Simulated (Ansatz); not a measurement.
Relaxed ZnS (wurtzite):

```
CELL_PARAMETERS angstrom
      3.84511     0.00000     0.00000
     -1.92255     3.32996     0.00000
      0.00000     0.00000     6.30566
ATOMIC_POSITIONS crystal
  Zn 0.66667 0.33333 0.99985
  Zn 0.33333 0.66667 0.49985
  S  0.66667 0.33333 0.62535
  S  0.33333 0.66667 0.12535
```

Scan: atom 1 (Zn, nearest neighbour S at 2.357 Å; its periodic images, 3.8 Å or more away, move with it) is displaced along Cartesian z, direction (0.000, 0.000, 1.000) in Cartesian axes, by s. The other atoms stay.

The numbers are results of PBE (plane waves to 420 eV, PAW, scalar-relativistic; Ansatz, an electronic-structure program), not measurements. k mesh 8×8×4 (Γ-centred), Fermi-Dirac smearing 0.05 eV. E stands for the smeared free energy. Left out: 1 of 11 points, with atoms too close for the PAW data. ZnS was relaxed with its symmetry unable to fall. The zero of ΔE is the undisplaced structure.

```tsv
s (Å)	ΔE (meV/cell)
-0.568	2531
-0.426	1138
-0.284	412
-0.142	85
0.000	0
0.142	60
0.284	withheld
0.426	372
0.568	539
0.710	670
```

Task: Fit a polynomial form (powers 2, 3, 4) to the given rows and predict ΔE at s = 0.284.

Result: Least squares on the 9 given rows: ΔE = (3713)·s² + (-5429)·s³ + (2983)·s⁴, in meV/cell with s in Å; root-mean-square residual 25.8 meV/cell. At 0.284 the fit gives 195 meV/cell; the calculation gives 200 meV/cell, so the interpolation is off by -5 (-2.5 %). The quadratic term alone would give 299 meV/cell.

(A displaced cell: forces are minus the slopes of the energy, force constants its curvatures, and phonons follow from these.)
